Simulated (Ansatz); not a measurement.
TaCo₂:
```cif
data_Co4Ta2
_chemical_formula_sum 'Co4 Ta2'
_space_group_name_H-M_alt 'P 1'
_space_group_IT_number 1
_cell_length_a 4.69741
_cell_length_b 4.69741
_cell_length_c 4.69741
_cell_angle_alpha 60.000
_cell_angle_beta 60.000
_cell_angle_gamma 60.000
loop_
_space_group_symop_operation_xyz
  'x, y, z'
loop_
_atom_site_label
_atom_site_type_symbol
_atom_site_fract_x
_atom_site_fract_y
_atom_site_fract_z
_atom_site_occupancy
Co1 Co 0.12500 0.12500 0.12500 1
Co2 Co 0.62500 0.12500 0.12500 1
Co3 Co 0.12500 0.12500 0.62500 1
Co4 Co 0.12500 0.62500 0.12500 1
Ta1 Ta 0.50000 0.50000 0.50000 1
Ta2 Ta 0.75000 0.75000 0.75000 1
```
Starting moments (μB, in the order of the atoms Co Co Co Co Ta Ta): 0.3 0.3 0.3 0.3 0.0 0.0.

This is the PBEsol-relaxed structure.

Problem. All from plane-wave PAW PBEsol (Ansatz code), unless another level is named. Estimate the density of states at the Fermi level.

Solution. 1.3 states/eV per atom (mean over ±0.08 eV).

Problem. What about the formation energy from the elements (no fitted shifts)?

Solution. -0.26 eV/atom.

Space group Fd-3m (cubic Laves (MgCu2 type)). The workflow started from an entry of the Crystallography Open Database (COD). Whether it is the stable phase at ambient conditions was not checked. The cell was relaxed with PBEsol under the symmetry of its start; whether a distortion lowers the energy is not shown. Magnetic state: ferromagnetic, the only order run, not a proven ground state. The references are the lowest solids computed at this level, not always the standard phases. Scalar-relativistic: spin–orbit coupling is off unless named, which matters more the heavier the elements.

Potentials: the later of the program's two PAW sets.
